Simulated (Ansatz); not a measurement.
Values for one crystal, relaxed and computed with LDA in the plane-wave PAW code Ansatz; other levels are named.

| Quantity | Value |
|---|---|
| Volume per atom | 8.12 Å³ |
| Band gap | 3.36 eV (indirect) |
| Highest zone-centre frequency (without LO–TO term) | 972 cm⁻¹ |
| Valence-band maximum | on the K–Γ line, 57 % of the way from K |
| Conduction-band minimum | at Γ |
| Zone-centre stability | no imaginary mode at Γ |
| Young's modulus | 624 GPa |

Problem. Pick the material that matches.
A. CsI, CsCl type
B. Si3N4, Fd-3m (Si on 16c, Si on 8b, N on 32e)
C. Na2S, anti-fluorite
D. BaS, rock salt

Solution. B, Si3N4, Fd-3m (Si on 16c, Si on 8b, N on 32e)

The cell was relaxed with LDA under the symmetry of its start.

Potentials: the later of the program's two PAW sets.
